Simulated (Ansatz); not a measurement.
In plane-wave PAW PBEsol (Ansatz code), Al2W in the orthorhombic phase (Fddd; Al on 16f, W on 8b) relaxes to a = 4.920 Å, b = 8.274 Å, c = 8.891 Å. Its formation energy from the elements is -51 meV/atom, with no fitted shifts.

Electronic character: metallic (no gap).

The bulk modulus is 167 GPa.

The start of the workflow was typed in or built on a structure type; neither database checked (COD, Materials Project) lists it. Its standing as an ambient phase is unchecked. The cell was relaxed with PBEsol under the symmetry of its start; whether a distortion lowers the energy is not shown. The run is not spin-polarised. Axis ratios of metals converge slowly with the k-mesh, so a and c are less sure than the volume. The references are the lowest solids computed at this level, not always the standard phases. Spin–orbit coupling is left out wherever it is not named.

Potentials: the earlier of the program's two PAW sets. The files were generated under PBE; for other functionals the program regenerates the frozen cores, and for LDA and PBEsol the local potential too.
